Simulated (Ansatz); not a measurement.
GeSe:
Space group Fm-3m (No. 225); a = 5.5154 Å, b = 5.5154 Å, c = 5.5154 Å, α = 90.00°, β = 90.00°, γ = 90.00°

```json
[
 {"atom": "Ge", "site": "4a", "symmetry": "m-3m", "x": "0.0000", "y": "0.0000", "z": "0.0000"},
 {"atom": "Se", "site": "4b", "symmetry": "m-3m", "x": "0.5000", "y": "0.5000", "z": "0.5000"}
]
```
(The calculation used a cell of 2 atoms; values per cell refer to that cell.)

Relaxed with LDA.

Q: Which orbitals make up the states near the Fermi level in LDA in the plane-wave PAW code Ansatz?

A: Within 0.5 eV of the Fermi level: Ge 4p 49 %, Se 4p 26 %, Ge 4s 12 %, Se 4s 10 %. Projections are on Löwdin-orthogonalised atomic valence shells; empty p or d shells of many metals are not among them.

Q: Tabulate the density of states.

A: States/eV per cell of 2 atoms, in 0.25 eV bins, energy from the Fermi level.

```tsv
E (eV)	total	Se 4p	Ge 4p	Ge 4s
-7.85	0.51	0.11	0.01	0.31
-7.60	0.27	0.06	0.00	0.15
-7.35	0.18	0.04	0.00	0.09
-7.10	0.14	0.03	0.00	0.07
-6.85	0.12	0.03	0.01	0.06
-6.60	0.27	0.11	0.08	0.05
-6.35	0.37	0.17	0.14	0.05
-6.10	0.47	0.23	0.18	0.04
-5.85	0.54	0.28	0.21	0.04
-5.60	0.65	0.35	0.25	0.04
-5.35	0.71	0.40	0.27	0.03
-5.10	0.81	0.46	0.30	0.03
-4.85	0.94	0.55	0.34	0.03
-4.60	1.11	0.66	0.39	0.04
-4.35	1.36	0.84	0.46	0.04
-4.10	1.34	0.83	0.43	0.05
-3.85	1.33	0.84	0.41	0.05
-3.60	1.33	0.86	0.39	0.05
-3.35	1.34	0.88	0.37	0.06
-3.10	1.34	0.90	0.34	0.07
-2.85	1.37	0.94	0.32	0.07
-2.60	1.39	0.99	0.29	0.08
-2.35	1.45	1.08	0.24	0.09
-2.10	0.93	0.64	0.17	0.10
-1.85	0.62	0.32	0.16	0.12
-1.60	0.74	0.39	0.17	0.15
-1.35	0.99	0.57	0.19	0.20
-1.10	1.34	0.81	0.20	0.28
-0.85	0.78	0.43	0.14	0.18
-0.60	0.52	0.26	0.11	0.12
-0.35	0.16	0.07	0.04	0.04
-0.10	0.00	0.00	0.00	0.00
0.15	0.05	0.01	0.03	0.00
0.40	0.25	0.02	0.18	0.01
0.65	0.78	0.05	0.61	0.01
0.90	1.41	0.11	1.13	0.02
1.15	1.44	0.15	1.12	0.02
1.40	1.16	0.18	0.85	0.03
1.65	1.03	0.20	0.71	0.03
1.90	0.97	0.21	0.65	0.03
2.15	0.94	0.23	0.61	0.03
2.40	0.93	0.24	0.58	0.03
2.65	1.00	0.25	0.57	0.03
2.90	1.12	0.27	0.58	0.03
3.15	1.30	0.30	0.60	0.03
3.40	1.34	0.32	0.60	0.03
3.65	1.11	0.30	0.55	0.03
3.90	1.60	0.41	0.75	0.02
4.15	1.79	0.46	0.83	0.02
4.40	1.10	0.32	0.50	0.01
4.65	1.09	0.31	0.50	0.01
```

The first step of the workflow began from a Materials Project structure, measured or hypothetical; the Crystallography Open Database copy checked does not list it. It is not the phase usual at ambient conditions (space group No. 62). Symmetry was held in the LDA relaxation. At this level the phase is dynamically unstable (imaginary phonons). Spin–orbit coupling is left out wherever it is not named.

Potentials: the later of the program's two PAW sets.
